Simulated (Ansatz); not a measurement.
CaAu5: checking dH/dP = V

These are results of DFT PBEsol, scalar-relativistic, plane waves, PAW in Ansatz 0.2.0, not measurements. Settings: 420 eV cutoff, 8×8×8 k-mesh, Gaussian smearing of 0.10 eV, no spin polarisation.

Starting point, cell and atoms relaxed:

```yaml
crystal:
  lattice:
    - [0.00000, 3.86007, 3.86007]
    - [3.86007, 0.00000, 3.86007]
    - [3.86007, 3.86007, 0.00000]
  atoms:
    - { symbol: Ca, position: [0.00000, 0.00000, 0.00000] }
    - { symbol: Au, position: [0.75000, 0.75000, 0.75000] }
    - { symbol: Au, position: [0.37530, 0.87410, 0.37530] }
    - { symbol: Au, position: [0.37530, 0.37530, 0.87410] }
    - { symbol: Au, position: [0.37530, 0.37530, 0.37530] }
    - { symbol: Au, position: [0.87410, 0.37530, 0.37530] }
```

Cell and atoms were relaxed at each target pressure within the start's symmetry (F-43m), at zero temperature; other phases can be more stable under pressure. H = E + PV with P the target; E is the free energy at the smearing used, whose derivative the pressure is, per atom and counted from zero pressure. The mesh named is that at zero pressure; some other pressures ran on another.

Spin–orbit coupling is left out, which can shift energies with elements as heavy as these.

| P (GPa) | V (Å³/atom) | E − E0 (meV) | H − H0 (meV) |
| --- | --- | --- | --- |
| 0 | 19.172 | 0.0 | 0.0 |
| 1 | 19.014 | 0.5 | 119.1 |
| 4 | 18.601 | 6.8 | 471.2 |
| 12 | 17.719 | 49.8 | 1376.9 |
| 25 | 16.681 | 167.0 | 2769.9 |
| 50 | 15.343 | 472.0 | 5260.1 |
| 90 | 13.999 | 1048.3 | 8911.9 |

Q: Thermodynamics gives dH/dP = V along a relaxed path. Integrate V over P by the trapezoid rule and compare with the computed enthalpies.

A: With 1 eV/Å³ = 160.22 GPa, each step adds the mean volume times ΔP / 160.22:
| P (GPa) | ∫V dP (meV) | H − H0 (meV) | difference (meV) |
| --- | --- | --- | --- |
| 1 | 119.2 | 119.1 | 0.0 |
| 4 | 471.3 | 471.2 | 0.1 |
| 12 | 1378.1 | 1376.9 | 1.2 |
| 25 | 2773.7 | 2769.9 | 3.8 |
| 50 | 5272.1 | 5260.1 | 12.1 |
| 90 | 8934.8 | 8911.9 | 22.9 |

V(P) curves upward, so the trapezoid rule runs high; integrating a smooth curve through the same points (P as a polynomial of degree 4 in ln V) puts that excess at about 24.8 meV at 90 GPa, against the 22.9 meV found.

Q: At 90 GPa, how much of the enthalpy change is stored energy and how much is the PV term?

A: E rises by 1048 meV/atom and PV is 90 × 13.999 / 160.22 = 7864 meV/atom, so PV makes 88 % of ΔH. So between rival structures at high pressure a small difference in volume can outweigh the difference in energy: 1 % of this volume is worth 78.6 meV/atom at this pressure.

Q: What bulk modulus do the lowest pressures give?

A: From the pressures that the runs reached, -1.00 GPa (19.324 Å³) and 1.00 GPa (19.014 Å³), B = −ΔP/Δln V = 2.00 / 0.0162 = 124 GPa, a mean over that range.